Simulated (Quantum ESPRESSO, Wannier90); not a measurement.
Tight-binding from DFT: SrTiO3 (cubic perovskite)

```yaml
crystal:
  lattice:
    - [3.91270, 0.00000, 0.00000]
    - [0.00000, 3.91270, 0.00000]
    - [0.00000, 0.00000, 3.91270]
  atoms:
    - { symbol: Sr, position: [0.00000, 0.00000, 0.00000] }
    - { symbol: Ti, position: [0.50000, 0.50000, 0.50000] }
    - { symbol: O, position: [0.50000, 0.00000, 0.50000] }
    - { symbol: O, position: [0.00000, 0.50000, 0.50000] }
    - { symbol: O, position: [0.50000, 0.50000, 0.00000] }
```

Structure: Materials Project mp-5229, symmetrised, not relaxed again. COD (Crystallography Open Database) records the formula in this space group. Ideal cubic forms of this type are often high-temperature phases that distort on cooling; symmetry holds the cell here, and its stability was not tested. Level: PBEsol, no spin polarisation, no spin-orbit coupling; pw.x of Quantum ESPRESSO at 68 Ry with PseudoDojo potentials, 8×8×8 k-points, Wannier90. Density: 8×8×8 mesh, cold smearing 0.01 Ry.

Energies are relative to the valence-band maximum.

**Bands.** A Kohn-Sham gap of 1.84 eV opens above band 20. 5 filled groups are cut off by gaps; the highest, bands 12–20, spans -4.68 to 0.00 eV and is O 2p 83 %, Ti 3d 11 %.

**Valence functions.** The best of several starts gives 12 functions with Ω_total = 14.81 Å², 91 % of it gauge-invariant: 3 of 1.15 Å² at 0.42 Å from O; 9 of 1.26 Å² at 0.26 Å from O.

**Model.** 14 functions (Ti d, O p) from bands 12-38, frozen to 3.34 eV, reach Ω_I = 12.00 Å² and follow pw.x to 0.3 meV rms (states up to 2.8 eV relative to the valence-band maximum).

**Frozen window.** Edge, Ω_I and misfit go 0.3 eV, 11.53 Å², 54 meV; 2.3 eV, 11.67 Å², 6.5 meV; 3.3 eV, 12.00 Å², 0.3 meV; 4.3 eV, 12.25 Å², 0.2 meV. Ω_I never falls as the edge rises, since each frozen state takes freedom from the choice of the smoothest subspace. The edges under the compared range leave its upper states unfrozen, and their misfit is the largest.

**No window.** Without a frozen window Ω_I drops to 8.49 Å² while the misfit grows to 843 meV: a small spread is no proof of good bands.

**Stops.** With the frozen window to 6.11 eV the program stops (More states in the frozen window than target WFs).
